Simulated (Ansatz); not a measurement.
Quadrupolar parameters in Ga2H6Se3O12

The cell is a computed structure from the Materials Project (it need not be an observed phase).

Space group R3c:H (No. 161); a = 9.3893, c = 20.1191 Å, γ = 120.00°.

```
site  Wyckoff  site symmetry       x       y       z
 Ga1       6a             3.  0.0000  0.0000  0.1231
 Ga3       6a             3.  0.0000  0.0000  0.3589
  H5      18b              1  0.7783  0.0780  0.4105
 H11      18b              1  0.9110  0.1044  0.4662
  Se      18b              1  0.7214  0.8253  0.7434
 O23      18b              1  0.8636  0.4825  0.3994
 O29      18b              1  0.8191  0.2926  0.5105
 O35      18b              1  0.8038  0.9618  0.8095
 O41      18b              1  0.8602  0.0459  0.4245
```

One atom of each set is listed; the run and its k-mesh use a cell of 46 atoms with edges of 8.62, 8.62, 8.62 Å.

Method: Kohn–Sham DFT in Ansatz, PBE, plane waves and PAW, scalar-relativistic, 420 eV cutoff, Γ-centred 3×3×3 k-points, Fermi–Dirac smearing 0.02 eV.

V_zz is the principal component of the electric field gradient with the largest magnitude, η = (V_xx − V_yy)/V_zz and C_Q = eQV_zz/h.

Ga-71: I = 3/2, Q = 107.0 mb; ²H: I = 1, Q = 2.858 mb; ¹⁷O: I = 5/2, Q = -25.58 mb. Nuclear quadrupole moments: year-2017 set (Pyykkö).

Task: Give the quadrupolar parameters of the distinct sites.

Result: 

| site | atoms | first shell | V_zz (10²¹ V/m²) | η | C_Q (MHz) |
| --- | --- | --- | --- | --- | --- |
| Ga1 | 2 | 6 O at 1.98–2.03 Å | 0.73 | 0.00 | 1.90 |
| Ga3 | 2 | 6 O at 1.96–2.05 Å | 0.62 | 0.00 | 1.61 |
| H5 | 6 | 1 O at 1.00 Å; also 1 O at 1.85 Å | 3.03 | 0.14 | 0.209 |
| H11 | 6 | 1 O at 0.99 Å; also 1 O at 2.05 Å | 3.45 | 0.14 | 0.239 |
| Se | 6 | 3 O at 1.73–1.76 Å | -31.2 | 0.06 | – |
| O23 | 6 | 1 Se at 1.76 Å, 1 Ga at 2.03 Å; also 2 H at 1.85–2.05 Å | 13.51 | 0.32 | -8.36 |
| O29 | 6 | 1 Se at 1.73 Å, 1 Ga at 1.98 Å, angle 128° | 14.28 | 0.33 | -8.84 |
| O35 | 6 | 1 Se at 1.74 Å, 1 Ga at 1.96 Å, angle 124° | 13.85 | 0.45 | -8.57 |
| O41 | 6 | 2 H at 0.99–1.00 Å, 1 Ga at 2.05 Å | -15.35 | 0.51 | 9.50 |

An axis of threefold or higher order runs through Ga1 and Ga3, so V_zz lies along it and η is zero. At O23, O29 and O35 V_zz points along the shorter of its two bonds, to Se (within 11°) in each case. At H5 and H11 V_zz points along its bond to O (within 2°) in each case. At Se and O41 V_zz stands upright on the plane through its three neighbours (within 9°) in each case.

Se has no stable isotope with a ground-state quadrupole moment in the table, so no C_Q is given.

The largest force is 0.3 eV/Å, so the atoms aren't at the calculated equilibrium and relaxing them would move these values. The lattice is static: at room temperature water may turn and average the couplings of its hydrogen.

The run took 56 s of wall time (56 s of CPU time) and 1.2 GiB at its peak, on 1 thread of Intel Xeon 6975P-C (Granite Rapids) (x86_64; 16 cores open to the job, memory cap 2.5 GiB, no GPU), a shared host with a load of 0.4 a core.
